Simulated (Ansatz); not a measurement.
Input:

ZrC:
```
ZrC
1.0
    3.36476     0.00000     0.00000
   -1.68238     2.91397     0.00000
    0.00000     0.00000     5.31984
Zr C
2 2
Cartesian
  0.00000   1.94264   1.32996
  1.68238   0.97132   3.98988
  0.00000   0.00000   0.00000
  0.00000   0.00000   2.65992
```

This is the r²SCAN-relaxed structure. x, y and z are the axes in which the lattice vectors are written.

All from DFT-r²SCAN in the program Ansatz with PAW potentials, unless another level is named. Predict the Poisson's ratio.

0.25.

And the elastic constants (relaxed ions, GPa)?

C11 = 402, C12 = 123, C13 = 164, C33 = 334, C44 = 160.

Space group P6_3/mmc (NiAs type). The workflow started from a Materials Project entry (that database holds measured and hypothetical structures alike); the Crystallography Open Database copy checked does not list it. It is not the phase usual at ambient conditions (space group No. 225). The cell was relaxed with r²SCAN under the symmetry of its start; its stability against distortions is not shown here. No spin polarisation was allowed. As this level gives no gap, shear constants depend on the k-mesh and smearing (Fermi–Dirac, 0.1 eV here).

Potentials: the later of the program's two PAW sets.
